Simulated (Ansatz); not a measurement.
Data:

Starting cell, W (bcc, W type):

```yaml
crystal:
  lattice:
    - [-3.18365, 3.18365, 3.18365]
    - [1.59183, -1.59183, 1.59183]
    - [1.59183, 1.59183, -1.59183]
  atoms:
    - { symbol: W, position: [0.00000, 0.00000, 0.00000] }
    - { symbol: W, position: [0.50000, 0.00000, 0.00000] }
```

A phonon eigenvector at N = (0.5, 0.0, 0.0) is frozen into this cell: atom i moves by Q times the vector below, so Q is the largest atomic displacement, in Å. The cell is held. (q is in reciprocal vectors of the primitive cell; the cell shown is doubled to hold the pattern.)

```
atom       x      y      z
----  ------  -----  -----
W1     1.000  0.000  0.000
W2    -1.000  0.000  0.000
```

Calculation: PBE (plane waves to 420 eV, PAW, scalar-relativistic; Ansatz, a quantum-chemistry and plane-wave program). k mesh 10×20×20 (Γ-centred), Fermi-Dirac smearing 0.05 eV. The energy includes the smearing's −TS. With partly filled bands, energies and forces of such displacements shift with the k mesh and the smearing. Spin-orbit coupling is left out, though W is heavy. The PAW data are Ansatz's earlier set. W is run without spin polarisation. W was relaxed with its symmetry unable to fall. ΔE is measured from the undisplaced structure.

The scan covers Q from -0.180 to 0.180 Å in 13 points.

Q: Which space group does the distorted structure have?

A: Cmcm (No. 63), lowered from Im-3m.

Q: What is the energy change at Q = 0.180 Å?

A: 431 meV/cell.

Q: What harmonic wavenumber does the curvature at Q = 0 give?

A: 132 cm⁻¹.

(A displaced cell: forces are minus the slopes of the energy, force constants its curvatures, and phonons follow from these.)
